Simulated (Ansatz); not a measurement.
## Ti: two-dimensional strain map

Level of theory: DFT r2SCAN, scalar-relativistic, plane waves, PAW in Ansatz 0.2.0. Cutoff 500 eV, Γ-centred 20×20×20 k-points, Gaussian smearing of 0.15 eV. No spin polarisation. Energies are free energies at this smearing, counted from the undisturbed cell; pressure is positive in compression.

Reference structure (as given, not relaxed at this level; it stands at 4.4 GPa; this fcc form isn't the usual structure):

```
Ti
1.0
     0.00000    2.03000    2.03000
     2.03000    0.00000    2.03000
     2.03000    2.03000    0.00000
Ti
1
Direct
  0.00000 0.00000 0.00000
```

The cell is strained by p along both x and y and by q along z, fractional coordinates fixed. Points are written (p, q).

p was sampled at -0.080, -0.040, 0.000, 0.040, 0.080 and q at -0.080, -0.040, 0.000, 0.040, 0.080.

Where on the computed points is the energy highest, and how high?

At (-0.080, -0.080): 548.1 meV/atom.

Away from (0, 0), which computed point is lowest?

(0.000, 0.040): -6.6 meV/atom.

The map, in meV/atom:

| p \ q | -0.080 | -0.040 | 0.000 | 0.040 | 0.080 |
| --- | --- | --- | --- | --- | --- |
| -0.080 | 548.1 | 390.7 | 268.0 | 175.8 | 112.5 |
| -0.040 | 260.4 | 155.6 | 82.7 | 37.2 | 16.3 |
| 0.000 | 90.5 | 31.3 | 0.0 | -6.6 | 8.3 |
| 0.040 | 18.2 | -0.9 | 3.5 | 29.1 | 73.5 |
| 0.080 | 25.6 | 42.0 | 77.5 | 130.3 | 198.7 |